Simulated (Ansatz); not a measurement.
Mo₂C: computed property card

Mo2C:
```xyz
3
Lattice="3.0296 0.0000 0.0000 -1.5148 2.6237 0.0000 0.0000 0.0000 4.6271" Properties=species:S:1:pos:R:3 pbc="T T T"
Mo     0.0000     1.7491     1.1537
Mo     1.5148     0.8746     3.4733
C      0.0000     0.0000     2.3135
```

Space group P-3m1 (No. 164); conventional cell a = b = 3.030 Å, c = 4.627 Å, α = β = 90.00°, γ = 120.00°.

Method: PBEsol (plane waves, PAW; program Ansatz). The cell and atoms are relaxed at this level. Other levels are named where they apply.

### Cell and energy

| Quantity | Result |
|---|---|
| Volume per atom | 12.26 Å³ |
| Density | 9.21 g/cm³ |
| Formation energy from the elements (no fitted shifts) | -0.13 eV/atom |

### Electronic structure

| Quantity | Value |
|---|---|
| Electronic character | metallic (no gap) |
| Density of states at the Fermi level | 0.46 states/eV per atom (mean over ±0.08 eV) |
| Gap with spin–orbit coupling | none (metallic) |

### Mechanics

| Quantity | Result |
|---|---|
| Bulk modulus (Birch–Murnaghan fit) | 287 GPa |
| Pressure derivative B′ | 4.7 |
| Elastic constants (relaxed ions, GPa) | C11 = 504, C12 = 140, C13 = 204, C14 = 24.0, C33 = 495, C44 = 139 |
| Mechanical stability | stable (all eigenvalues of C positive) |
| Hill bulk and shear moduli | 288 and 153 GPa |
| Young's modulus | 389 GPa |
| Poisson's ratio | 0.28 |
| Debye temperature from the elastic constants | 586 K |

### Phonons

| Property | Value |
|---|---|
| Highest zone-centre frequency | 77.6 meV |
| Zone-centre stability | no imaginary mode at Γ |

The workflow started from a Materials Project entry (that database holds measured and hypothetical structures alike); the Crystallography Open Database copy checked does not list it. COD files the formula under space group No. 60, so this cell is another polymorph or a model. Its standing as an ambient phase is unchecked. The cell was relaxed with PBEsol under the symmetry of its start. The run is not spin-polarised. As this level gives no gap, shear constants depend on the k-mesh and smearing (Fermi–Dirac, 0.1 eV here). As this level gives no gap, phonon frequencies hold no LO–TO term and depend on the k-mesh and smearing (Fermi–Dirac, 0.1 eV here). The references are the lowest solids computed at this level, not always the standard phases. Scalar-relativistic: spin–orbit coupling is off unless named, which matters more the heavier the elements.

Potentials: the later of the program's two PAW sets.
